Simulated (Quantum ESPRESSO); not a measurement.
Sn4W3Ag, input and log of a self-consistent run

A calculation, not a measurement. The program is pw.x of Quantum ESPRESSO 7.5 (plane-wave density functional theory). The cell is made up: eight metal atoms on a hexagonal close-packed lattice, with elements, volume, strain and displacements drawn at random and not relaxed, so it may be unstable or far from any real phase. PseudoDojo standard norm-conserving files set the functional (PBE unless stated); there is no spin polarisation or spin-orbit coupling, the Fermi-Dirac width of 0.25 eV means electrons at about 2900 K, and the masses in the input are unused placeholders. The tin pseudopotential is less sure than most, with forces differing by about three percent from a second method on plain tin. Heavy elements are run without spin-orbit coupling, which real alloys of them have. A spin test at this wide smearing found no moment, but such smearing suppresses magnetism that the real alloy may have.

Input:

```
&control calculation='scf', pseudo_dir='./dojo.nc.sr.pbe.v0_5.standard.upf', outdir='./o', disk_io='medium', tprnfor=.true., tstress=.true. /
&system ibrav=0, nat=8, ntyp=3, nbnd=71, ecutwfc=82.02448710, nosym=.true., tot_charge=0,
 occupations='smearing', smearing='fd', degauss=0.0183746611
/
&electrons conv_thr=1.470e-08, electron_maxstep=70, mixing_beta=0.5 /
ATOMIC_SPECIES
Ag 1.0 Ag.upf
Sn 1.0 Sn.upf
W 1.0 W.upf
CELL_PARAMETERS angstrom
0.0 5.3373 0.0
3.0815 0.0 4.8347
3.0815 0.0 -4.8347
ATOMIC_POSITIONS angstrom
Sn -0.1584 -0.0803 -0.0704
Sn 3.1278 0.1414 -0.0167
Sn 3.1878 1.8008 -2.2013
W 3.0229 1.6917 2.3856
W 1.473 2.6028 0.012
Ag 4.7103 2.6496 -0.0254
Sn 1.5545 4.5251 -2.2823
W 1.553 4.3282 2.5291
K_POINTS automatic
5 5 5 1 1 1
```

The log is shortened where brackets say so; the opening notice, blank lines, dates and the lines on written files are dropped, and the path of the files is cut. It prints rydbergs, bohrs and kilobars, and counts compression as positive stress. Its total energy is the free energy E - TS of the whole cell.

```
     Program PWSCF v.7.5
     Parallel version (MPI & OpenMP), running on       1 processor cores
     Number of MPI processes:                 1
     Threads/MPI process:                     1
     [start-up lines left out]
     bravais-lattice index     =            0
     lattice parameter (alat)  =      10.0860  a.u.
     unit-cell volume          =    1073.1981 (a.u.)^3
     number of atoms/cell      =            8
     number of atomic types    =            3
     number of electrons       =       117.00
     number of Kohn-Sham states=           71
     kinetic-energy cutoff     =      82.0245  Ry
     charge density cutoff     =     328.0979  Ry
     scf convergence threshold =      1.5E-08
     mixing beta               =       0.5000
     number of iterations used =            8  plain     mixing
     Exchange-correlation= PBE
                           (   1   4   3   4   0   0   0)
     [axes and pseudopotential details left out]
   Cartesian axes
     site n.     atom                  positions (alat units)
         1        Sn     tau(   1) = (  -0.0296779  -0.0150451  -0.0131902  )
         2        Sn     tau(   2) = (   0.5860266   0.0264928  -0.0031289  )
         3        Sn     tau(   3) = (   0.5972683   0.3373991  -0.4124370  )
         4        W      tau(   4) = (   0.5663725   0.3169580   0.4469676  )
         5        W      tau(   5) = (   0.2759822   0.4876623   0.0022483  )
         6        Ag     tau(   6) = (   0.8825249   0.4964308  -0.0047590  )
         7        Sn     tau(   7) = (   0.2912521   0.8478257  -0.4276132  )
         8        W      tau(   8) = (   0.2909711   0.8109344   0.4738538  )
     number of k points=    63  Fermi-Dirac smearing, width (Ry)=  0.0184
                       cart. coord. in units 2pi/alat
        k(    1) = (   0.1732046   0.1000000   0.0000000), wk =   0.0320000
        k(    2) = (   0.3464092   0.1000000  -0.1103957), wk =   0.0320000
     [further k points left out]
     Dense  grid:   107715 G-vectors     FFT dimensions: (  60,  64,  64)
     Estimated max dynamical RAM per process >     190.97 MB
     Initial potential from superposition of free atoms
     starting charge     116.9918, renormalised to     117.0000
     Starting wfcs are   76 randomized atomic wfcs
     total cpu time spent up to now is       40.6 secs
     per-process dynamical memory:   100.4 Mb
     Self-consistent Calculation
     iteration #  1     ecut=    82.02 Ry     beta= 0.50
     Davidson diagonalization with overlap
     ethr =  1.00E-02,  avg # of iterations =  3.0
     Threshold (ethr) on eigenvalues was too large:
     Diagonalizing with lowered threshold
     Davidson diagonalization with overlap
     ethr =  6.21E-04,  avg # of iterations =  2.0
     total cpu time spent up to now is      264.6 secs
     total energy              =   -1394.80604235 Ry
     estimated scf accuracy    <       0.74745077 Ry
     iteration #  2     ecut=    82.02 Ry     beta= 0.50
     Davidson diagonalization with overlap
     ethr =  6.39E-04,  avg # of iterations =  3.5
     total cpu time spent up to now is      389.2 secs
     total energy              =   -1394.95444574 Ry
     estimated scf accuracy    <       1.56322159 Ry
     iteration #  3     ecut=    82.02 Ry     beta= 0.50
     Davidson diagonalization with overlap
     ethr =  6.39E-04,  avg # of iterations =  2.0
     total cpu time spent up to now is      491.9 secs
     total energy              =   -1395.12747377 Ry
     estimated scf accuracy    <       0.21083436 Ry
     iteration #  4     ecut=    82.02 Ry     beta= 0.50
     Davidson diagonalization with overlap
     ethr =  1.80E-04,  avg # of iterations =  2.0
     total cpu time spent up to now is      588.5 secs
     total energy              =   -1395.14602542 Ry
     estimated scf accuracy    <       0.17666159 Ry
     iteration #  5     ecut=    82.02 Ry     beta= 0.50
     Davidson diagonalization with overlap
     ethr =  1.51E-04,  avg # of iterations =  1.4
     total cpu time spent up to now is      687.2 secs
     total energy              =   -1395.16383867 Ry
     estimated scf accuracy    <       0.01993782 Ry
     [iterations 6 to 8 left out]
     iteration #  9     ecut=    82.02 Ry     beta= 0.50
     Davidson diagonalization with overlap
     ethr =  8.20E-08,  avg # of iterations =  4.0
     total cpu time spent up to now is     1144.6 secs
     total energy              =   -1395.16663873 Ry
     estimated scf accuracy    <       0.00005500 Ry
     iteration # 10     ecut=    82.02 Ry     beta= 0.50
     Davidson diagonalization with overlap
     ethr =  4.70E-08,  avg # of iterations =  2.1
     total cpu time spent up to now is     1235.9 secs
     total energy              =   -1395.16664437 Ry
     estimated scf accuracy    <       0.00000228 Ry
     iteration # 11     ecut=    82.02 Ry     beta= 0.50
     Davidson diagonalization with overlap
     ethr =  1.95E-09,  avg # of iterations =  3.2
     total cpu time spent up to now is     1330.8 secs
     total energy              =   -1395.16664495 Ry
     estimated scf accuracy    <       0.00000024 Ry
     iteration # 12     ecut=    82.02 Ry     beta= 0.50
     Davidson diagonalization with overlap
     ethr =  2.07E-10,  avg # of iterations =  2.2
     total cpu time spent up to now is     1439.5 secs
     total energy              =   -1395.16664499 Ry
     estimated scf accuracy    <       0.00000002 Ry
     iteration # 13     ecut=    82.02 Ry     beta= 0.50
     Davidson diagonalization with overlap
     ethr =  1.63E-11,  avg # of iterations =  4.2
     total cpu time spent up to now is     1562.0 secs
     End of self-consistent calculation
     [lines on levels left out]
!    total energy              =   -1395.16664500 Ry
     estimated scf accuracy    <          3.1E-09 Ry
     smearing contrib. (-TS)   =      -0.09807464 Ry
     internal energy E=F+TS    =   -1395.06857036 Ry
     The total energy is F=E-TS. E is the sum of the following terms:
     one-electron contribution =    -369.58669659 Ry
     hartree contribution      =     260.66307268 Ry
     xc contribution           =    -322.17351400 Ry
     ewald contribution        =    -963.97143244 Ry
     convergence has been achieved in  13 iterations
     Forces acting on atoms (cartesian axes, Ry/au):
     atom    1 type  2   force =     0.06428160    0.01747617    0.03124435
     atom    2 type  2   force =    -0.04491594   -0.04745026    0.08635447
     atom    3 type  2   force =    -0.00255267    0.04410553   -0.08362531
     atom    4 type  3   force =     0.00121166    0.02743895   -0.01048109
     atom    5 type  3   force =     0.00747245    0.00656408    0.03168440
     atom    6 type  1   force =    -0.00279504    0.00158990    0.03373339
     atom    7 type  2   force =    -0.02393017   -0.05857359   -0.02286616
     atom    8 type  3   force =     0.00122809    0.00884921   -0.06604404
     Total force =     0.195367     Total SCF correction =     0.000253
     Computing stress (Cartesian axis) and pressure
          total   stress  (Ry/bohr**3)                   (kbar)     P=        5.07
  -0.00000682   0.00010598   0.00002689           -1.00       15.59        3.96
   0.00010598  -0.00019640  -0.00005592           15.59      -28.89       -8.23
   0.00002689  -0.00005592   0.00030655            3.96       -8.23       45.10
     init_run     :     36.16s CPU     40.40s WALL (       1 calls)
     electrons    :   1467.00s CPU   1521.49s WALL (       1 calls)
     forces       :     15.93s CPU     16.11s WALL (       1 calls)
     stress       :     59.03s CPU     59.33s WALL (       1 calls)
     [timing details left out]
     PWSCF        :  26m18.55s CPU  27m18.33s WALL
     JOB DONE.
```

In other units: free energy -18982.209 eV for the cell, pressure 0.51 GPa, largest force component 2.220 eV/Å in size. The run took 1640 s of wall time with one process on a shared machine (AMD EPYC, Zen 5, virtual cores), so the time is rough. A rerun of this cell at a higher cutoff and on a denser mesh moved values by no more than 0.003 eV in energy, 0.07 GPa in stress and 0.011 eV/Å in force, and a second program with other atomic files agreed on that cell to 2 % rms in force and 0.5 GPa in pressure.